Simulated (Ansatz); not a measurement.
The relaxed structure here is a generated cell of Sb: the first start was made by placing the elements on the sites of a structure type, and the end was not matched to a known phase here, so it may be hypothetical. Known forms of Sb include space group No. 166.

The end point of a relaxation of Sb. Space group Pm-3m (No. 221), AFLOW prototype A_cP1_221_a (A_h). Calculation: r2SCAN (plane waves to 500 eV, PAW, scalar-relativistic; Ansatz, a first-principles code).

```cif
data_Sb
_chemical_formula_sum 'Sb1'
_space_group_name_H-M_alt 'Pm-3m'
_space_group_IT_number 221
_space_group_name_Hall '-P 4 2 3'
_cell_length_a 3.08439
_cell_length_b 3.08439
_cell_length_c 3.08439
_cell_angle_alpha 90.000
_cell_angle_beta 90.000
_cell_angle_gamma 90.000
loop_
_atom_site_label
_atom_site_type_symbol
_atom_site_symmetry_multiplicity
_atom_site_Wyckoff_symbol
_atom_site_fract_x
_atom_site_fract_y
_atom_site_fract_z
_atom_site_occupancy
Sb1 Sb 1 b 0.50000 0.50000 0.50000 1
```

```json
{
  "volume_per_atom": "29.34 Å³",
  "band_gap": "zero (metallic)",
  "shortest_distances": "Sb–Sb 3.08 Å",
  "k-mesh": "15×15×15"
}
```

No spin polarisation in the result. The relaxed primitive cell holds an odd number of electrons. A magnetic state may lie lower.

The run could not lose the symmetry of its start, so the end can be a saddle point.
